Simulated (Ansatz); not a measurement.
**Two-dimensional strain map in YSe**

Method: Ansatz, DFT PBEsol, scalar-relativistic, plane waves, PAW. Cutoff 420 eV, Γ-centred 14×14×14 k-points, Gaussian smearing of 0.15 eV. No spin polarisation. Energies are free energies at this smearing, counted from the undisturbed cell; pressure is positive in compression.

The undisturbed cell (as given, not relaxed at this level; it stands at -2.5 GPa, and it needn't be the usual structure):

```xyz
2
Lattice="0.0000 2.8750 2.8750 2.8750 0.0000 2.8750 2.8750 2.8750 0.0000" Properties=species:S:1:pos:R:3 pbc="T T T"
Y     0.0000    0.0000    0.0000
Se    2.8750    2.8750    2.8750
```

The cell is strained by p along both x and y and by q along z, fractional coordinates fixed. Points are written (p, q).

Energy above the undisturbed cell in meV/atom (a dash: not computed):

| p \ q | -0.080 | -0.040 | 0.000 | 0.040 | 0.080 |
| --- | --- | --- | --- | --- | --- |
| -0.080 | 350.6 | 246.9 | 217.5 | 230.7 | 265.5 |
| -0.040 | 146.3 | 50.1 | ? | 53.1 | ? |
| 0.000 | 98.9 | 11.9 | 0.0 | 34.0 | 92.4 |
| 0.040 | ? | 73.8 | 72.7 | 116.9 | 185.7 |
| 0.080 | 256.3 | ? | 203.6 | 259.3 | 338.5 |

**Question.** Fill in the withheld energies.

**Answer.** (-0.040, 0.000): 28.9; (-0.040, 0.080): 99.6; (0.040, -0.080): 150.4; (0.080, -0.040): 192.4.